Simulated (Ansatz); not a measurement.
Clean, relaxed (110) surface of Al₂Cu, space group I4/mcm (No. 140) (top face towards +c; atoms held fixed, by place in the list: 1, 2, 3, 4, 5, 6):

```
CELL_PARAMETERS angstrom
4.81038 0.00000 0.00000
-2.40519 4.21748 0.00000
0.00000 0.00000 25.43496
ATOMIC_POSITIONS crystal
Al 0.40820 0.81641 0.33419
Al 0.09180 0.18359 0.33419
Al 0.75000 0.50000 0.38665
Cu 0.75000 0.00000 0.41709
Cu 0.25000 0.00000 0.41709
Al 0.25000 0.50000 0.44753
Al 0.90814 0.81629 0.50049
Al 0.59186 0.18371 0.50049
Al 0.25000 0.50000 0.55480
Cu 0.25000 0.00000 0.58311
Cu 0.75000 0.00000 0.58311
Al 0.75000 0.50000 0.61911
Al 0.41289 0.82577 0.66899
Al 0.08711 0.17423 0.66899
```

Method: Ansatz 0.2.0, DFT PBE+D3(BJ), scalar-relativistic, plane waves, PAW. Plane waves to 420 eV, a k mesh through Γ of 7×7×1 on the computed 14-atom cell and Gaussian smearing (0.10 eV); no spin polarisation. A dipole correction removes the field between periodic images along c.

Zn (atom) is adsorbed on the top face, one adsorbate per 20.3 Å², and relaxed from 3 starting sites (fractions of a and b). E_ads counts from the clean slab and the free adsorbate (spin-polarised where it has unpaired electrons); negative means bound. Heights count from the highest slab atom after relaxation. Δφ is the top face's. Δp counts per cell along +c. Bonded neighbours lie within 1.25 times the sum of covalent radii (1.35 for H) and, on that scale, within 12 % of the closest. With the adsorbate the cell is lengthened along c to keep the vacuum.

| start | ends at | E_ads (eV) | height (Å) | shortest contact | Δφ (eV) | Δp (e·Å) |
| --- | --- | --- | --- | --- | --- | --- |
| top (Al) at (0.41, 0.83) | (0.25, 0.50), 0 bonded neighbours | -0.65 | 2.72 | Zn–Al 3.04 Å | +0.01 | +0.004 |
| bridge (Al-Al) at (0.91, 0.83) | (0.85, 0.69), 4 bonded neighbours (Al), largest slab move 0.6 Å | -1.39 | 0.54 | Zn–Al 2.56 Å | -0.37 | +0.038 |
| hollow (over Al) at (0.75, 0.50) | (0.75, 0.50), 1 bonded neighbour (Al) | -1.35 | 0.79 | Zn–Al 2.56 Å | -0.45 | +0.048 |

Among the sites tried, the lowest end comes from the bridge (Al-Al) at (0.91, 0.83) start; other sites may lie lower.

Each end is the local minimum or symmetric point that its start leads to.

An atom lies near a switch of its D3 coefficient C6 between reference coordination numbers, so the dispersion energy changes steeply there and can make or shift the minimum.